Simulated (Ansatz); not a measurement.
## ScPt: all-electron results

```yaml
crystal:
  lattice:
    - [3.27000, 0.00000, 0.00000]
    - [0.00000, 3.27000, 0.00000]
    - [0.00000, 0.00000, 3.27000]
  atoms:
    - { symbol: Sc, position: [0.50000, 0.50000, 0.50000] }
    - { symbol: Pt, position: [0.00000, 0.00000, 0.00000] }
```

Atoms are numbered in the order listed.

The cell comes from COD entry 1537628, which wasn't checked; take it as a given geometry.

Spin polarisation is left out, and whether a magnetic state lies lower isn't shown here.

Spin–orbit coupling is left out, though it moves levels of the heavy atoms by tenths of an eV or more.

Levels of theory: DFT, LDA, all-electron LAPW, scalar-relativistic (Ansatz 0.2.0); DFT, LDA, PAW with Ansatz's default frozen-core files, scalar-relativistic (Ansatz 0.2.0).

For LAPW: a Γ-centred 10×10×10 k mesh, Fermi–Dirac smearing of 0.05 eV, basis error target 0.25 meV/atom, no spin polarisation. PAW takes a cutoff of 420 eV at this cell (files made with PBE, cores remade for this functional). The Ansatz runs share mesh, smearing and spin set-up. Values come from LAPW unless marked.

```json
{
 "Band gap": "none: with an odd electron count and no spin polarisation the bands can't all be full, a metal in this set-up (spin order or a larger cell could open a gap)",
 "Density of states at the Fermi level (0.2 eV bin)": "1.38 states/eV per cell",
 "Pressure at this cell": "-5.42 GPa",
 "Volume per atom": "17.48 Å³"
}
```

(1) Bader charges (from the PAW run): what does the calculation give?

(2) Löwdin charges (with 0.22 e of the cell spilling out of the atomic basis, so their sizes and signs hang on that basis): what does the calculation give?

Answers

(1) Sc1 +1.53, Pt2 -1.53 e.

(2) Sc1 0.29, Pt2 -0.07 e.
